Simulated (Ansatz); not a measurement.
BIr (CsCl type, space group No. 221) at seven volumes, r²SCAN in the plane-wave PAW code Ansatz, scaled uniformly. One row is withheld.

| V (Å³/atom) | P (GPa) |
|---|---|
| 9.184 | 42.34 |
| 9.487 | 25.80 |
| 9.789 | 11.83 |
| 10.092 | 0.00 |
| 10.395 | -10.02 |
| 10.698 | ? |
| 11.000 | -25.62 |

Fit the shown pressures and predict the withheld one.

Third-order Birch–Murnaghan: P = (3/2)B₀(x^(7/2) − x^(5/2))[1 + (3/4)(B′ − 4)(x − 1)] with x = (V₀/V)^(2/3). Least squares on the six rows gives V₀ = 10.092 Å³/atom, B₀ = 362.0 GPa, B′ = 4.57. At V = 10.698, x = 0.9619 and P = -18.48 GPa. The run itself gave -18.49 GPa.

Space group Pm-3m (CsCl type). The cell is a constructed one: a structure type filled with these elements; neither database checked (COD, Materials Project) lists it. Whether it is the stable phase at ambient conditions was not checked. The r²SCAN relaxation kept the symmetry of its start. At this level the phase is mechanically unstable. The run is not spin-polarised. Spin–orbit coupling is left out wherever it is not named.

Potentials: the earlier of the program's two PAW sets.
